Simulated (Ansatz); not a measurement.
Input file for Ansatz (a first-principles code):

Ansatz 0.2 input:
```yaml
crystal:
  lattice:
    - [0.0, 2.5970386726, 2.5970386726]
    - [2.5970386726, 0.0, 2.5970386726]
    - [2.5970386726, 2.5970386726, 0.0]
  atoms:
    - { symbol: Mg, position: [0.5, 0.5, 0.5] }
    - { symbol: S, position: [0.0, 0.0, 0.0] }
kpoints:
  mp_grid: { grid: [7, 7, 7] }
hamiltonian:
  xc: hse06
  pseudopotentials: { kind: paw }
scf:
  occupations: { method: fixed }
checkpoint: { read: static.run }
output: { bader: true, populations: true }
```

Output (shortened):

```
WARN checkpoint.read: basis.xc_grid differs: saved 2, current 1 (points along each axis for each point of the dense box …
WARN checkpoint.read: where the exact-exchange loop starts from the saved orbitals it accepts no state on its first cycle, because this run solves another …
Pseudopotentials: kind: paw
Pseudopotential: Mg, paw, valence charge 10
Pseudopotential: S, paw, valence charge 6
Functional definition: HSE06
davidson cushion auto → on  (no smearing: the cushion is to keep the highest requested band from converging to the state above it …
Crystal: 2 atoms, lattice volume = 35.032 Å³
Basis set: ecut = 420 eV, 701 PW (Γ)
Bands: 12, of which v1, the nominal top of the filled ones, is band 8 counted from 1 (7 counted from 0)
Symmetry: 48 space group operations
Space group: Fm-3m (ITA 225), of the structure as read, at distance tolerance 3.3e-5 Å
k-points: 20 of 343
PAW frozen core: Mg, regenerated for the run's functional, and the local potential with it
PAW frozen core: S, regenerated for the run's functional, and the local potential with it
Initial density: read from a saved state, or passed on in memory by an earlier SCF of this step, an earlier step, the calling program or the single point that …
Initial wavefunctions: those read from a saved state, or passed on in memory by an earlier step or the calling program
Eigensolver: davidson
Functional: x = pbe(κ = 0.804, μ = 0.2195149727645171) + 0.25 (exact − pbe) at short range (hse, ω = 0.20786987370883472 Å⁻¹), c = pbe(β = 0.06672455060314922); HSE06 as pw.x's `hse` composes it (authors' and Libxc's form: `xc: wpbeh`)
Exchange kernel: α = 0.2500, screened, ω = 0.2079 Å⁻¹, Wigner–Seitz truncation, v(0) = 1046.8300 eV·Å³, q-mesh 7×7×7, nearest image of the exchange supercell L …
Frozen-core exchange: fock
iter 1 solved again at ethr=2.99e-9 eV; its pass at ethr=1.00e-1 eV (dr2=4.78e-7 eV) is discarded
SCF iter   1: F=—  HF=-2829.769972 eV  |F-HF|=—  |Δ(HF+E_count)|=         —  Δρ=4.53e-5  dr2=1.25e-6  ethr=2.99e-9  ⟨swp⟩=3.9  Hψ=1080  notcnv=0
preconditioner: auto → none
iter 2 solved again at ethr=8.08e-12 eV; its pass at ethr=2.99e-9 eV (dr2=1.29e-9 eV) is discarded
SCF iter   2: F=—  HF=-2829.769971 eV  |F-HF|=—  |Δ(HF+E_count)|=   4.67e-7  Δρ=2.83e-6  dr2=1.15e-6  ethr=8.08e-12  ⟨swp⟩=3.6  Hψ=1430  notcnv=0
SCF iter   3: F=—  HF=-2829.769983 eV  |F-HF|=—  |Δ(HF+E_count)|=   1.12e-5  Δρ=3.56e-5  dr2=7.00e-7  ethr=8.08e-12  ⟨swp⟩=5.0  Hψ=1142  notcnv=0
SCF iter   4: F=-2829.769982 eV  HF=-2829.769982 eV  |F-HF|=9.32e-11  |Δ(HF+E_count)|=   2.80e-7  Δρ=8.34e-7  dr2=1.42e-8  ethr=8.08e-12  ⟨swp⟩=5.0  Hψ=998  notcnv=0
SCF 1 converged in 4 iterations: F = -2829.769982 eV  dr2 = 1.42e-8
hybrid outer 1: dexx = +7.396e-10 eV, tail = 1.66e-8 eV
Crystal: 2 atoms, lattice volume = 35.032 Å³
Initial density: handed on by an earlier stage of this run
Initial wavefunctions: those handed on with the density
Exchange kernel: α = 0.2500, screened, ω = 0.2079 Å⁻¹, Wigner–Seitz truncation, v(0) = 1046.8300 eV·Å³, q-mesh 7×7×7, nearest image of the exchange supercell L …
Frozen-core exchange: fock
SCF iter   1: F=—  HF=-2829.769982 eV  |F-HF|=—  |Δ(HF+E_count)|=         —  Δρ=3.67e-6  dr2=7.15e-9  ethr=6.25e-9  ⟨swp⟩=2.0  Hψ=560  notcnv=0
preconditioner: auto → none
iter 2 solved again at ethr=1.00e-12 eV; its pass at ethr=4.32e-11 eV (dr2=4.34e-11 eV) is discarded
SCF iter   2: F=-2829.769982 eV  HF=-2829.769982 eV  |F-HF|=2.73e-12  |Δ(HF+E_count)|=   2.72e-9  Δρ=4.38e-7  dr2=1.26e-10  ethr=1.00e-12  ⟨swp⟩=2.1  Hψ=1245  notcnv=0
SCF 2 converged in 2 iterations: F = -2829.769982 eV  dr2 = 1.26e-10
hybrid outer 2: dexx = +4.178e-10 eV, tail = 2.79e-10 eV, Δε = 6.19e-5 eV (about 1.19e-5 eV left of the loop's levels)
hybrid SCF converged: 2 outer / 6 inner (+0 warm-up), last move |dexx| = 4.18e-10 eV, tail = 2.79e-10 eV
Stability not checked (fock_operator)
Free energy (F): -2829.769982 eV
Frozen-core exchange: fock
Harris-Foulkes:  -2829.769982 eV  (|F-HF|=2.73e-12)
Internal energy: -2829.769982 eV  (E = F + TS)
E sigma→0 (E₀):  -2829.769982 eV
Fermi energy:    5.790754 eV
--- Per-component energies (eV) ---
  E_band       = -373.113556
  E_kinetic    = 185.289738
  E_local      = -1663.083278  (includes V_loc(G=0)·N_el)
  E_nonlocal   = 122.654319
  E_hartree    = 592.531267
  E_xc         = -103.136372
  E_vxc        = -102.412814  (∫ρ·V_xc dr)
  E_exx        = -62.996381  (= α·E_x^exact, valence–valence)
  E_paw        = -855.307749  (= ΣΔE_a)
  E_vpaw       = 25.368513  (= ΣTr[D̂ρ^β])
  E_aug_tail   = -0.000002  (compensation charges beyond the density's cutoff)
  E_ewald      = -1045.593295
  E_core_change = -0.128230  (= ΣΔE_core)
  E_smearing   =  0.000000  (= −TS)
  E_closure    =  0.000000  (closes the sum)
  Σ components = -2829.769982   (vs F -2829.769982, Δ=0.00e0)
  [band-id]    e_kinetic+e_local+e_nonlocal+2·e_hartree+e_vxc+2·e_exx+e_vpaw+e_augmentation_tail = -373.113752   (vs E_band -373.113556, Δ=-1.96e-4)
--- Band table (eV; the first three rows and the last of 20) ---
  k-point 0: bands = ["-73.8356", "-38.7320", "-38.7320", "-38.7320", "-8.2037", "5.7908", "5.7908", "5.7908", "10.6612", "14.8756"]
  k-point 1: bands = ["-73.8355", "-38.7335", "-38.7322", "-38.7322", "-7.9858", "4.4263", "5.6490", "5.6490", "11.6109", "14.5566"]
  k-point 2: bands = ["-73.8353", "-38.7366", "-38.7325", "-38.7325", "-7.4197", "2.2325", "5.3648", "5.3648", "11.7685", "14.5864"]
  k-point 19: bands = ["-73.8350", "-38.7372", "-38.7368", "-38.7344", "-6.3295", "2.0653", "2.1649", "3.7857", "11.8363", "14.2577"]
  band table: 10 of 10 bands, residual norms ≤ 1.0e-3 eV
  guard bands above this table: 2 of the run's 12 bands. The solve was not asked for them (output.publish_guard_bands: true or output.eigenvalues …
--- Löwdin populations: 2 sites ---
  site symbol       q [e]
     0     Mg      8.5317
     1      S      7.3274
  spilling = 0.008809 (of n_electrons = 16.000000)
--- Bader charges: 2 sites ---
  site symbol  charge [e]  shift [e]
     0     Mg      1.6996     0.0009
     1      S     -1.6996     0.0009
  shift: an alarm, by how much a part of what the PAW files miss would move the charge. Where it is large, compare
  with a run on PAW files of another source; a small one proves nothing
  estimated error of the sums over rays = 1.6e-4 e
```

Cost: around 40 core-seconds (rough) on shared cores.

The cell was relaxed with HSE06 under the symmetry of its start. The volume moved by -30 % from the start of the relaxation.

Potentials: the later of the program's two PAW sets.

Ansatz is a plane-wave DFT program.
